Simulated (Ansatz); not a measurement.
YOF:
```yaml
crystal:
  lattice:
    - [1.86881, 1.07896, 6.19108]
    - [-1.86881, 1.07896, 6.19108]
    - [0.00000, -2.15792, 6.19108]
  atoms:
    - { symbol: Y, position: [0.74180, 0.74180, 0.74180] }
    - { symbol: Y, position: [0.25820, 0.25820, 0.25820] }
    - { symbol: O, position: [0.62120, 0.62120, 0.62120] }
    - { symbol: O, position: [0.37880, 0.37880, 0.37880] }
    - { symbol: F, position: [0.13042, 0.13042, 0.13042] }
    - { symbol: F, position: [0.86958, 0.86958, 0.86958] }
```

x, y and z are the axes in which the lattice vectors are written.

**Question.** Give the high-frequency dielectric tensor and the Born effective charge tensors of the independent atoms from DFPT, the program Ansatz at the LDA level (PAW).

**Answer.** 
ε∞:
```
3.59  0.00  0.00
0.00  3.59  0.00
0.00  0.00  3.34
```
Z* of atom 1 (Y), rows: field, columns: displacement, in e:
```
3.78  0.00  0.00
0.00  3.78  0.00
0.00  0.00  3.56
```
Z* of atom 3 (O), rows: field, columns: displacement, in e:
```
-2.42   0.00   0.00
 0.00  -2.42   0.00
 0.00   0.00  -1.88
```
Z* of atom 5 (F), rows: field, columns: displacement, in e:
```
-1.36   0.00   0.00
 0.00  -1.36   0.00
 0.00   0.00  -1.67
```

Space group R-3m. The workflow started from a Materials Project entry (that database holds measured and hypothetical structures alike); the Crystallography Open Database files this formula in space group No. 166, but the cells were not matched. Whether it is the stable phase at ambient conditions was not checked. Symmetry was held in the LDA relaxation; its stability against distortions is not shown here. The run is not spin-polarised. Scalar-relativistic: spin–orbit coupling is off unless named, which matters more the heavier the elements.

Potentials: the later of the program's two PAW sets.
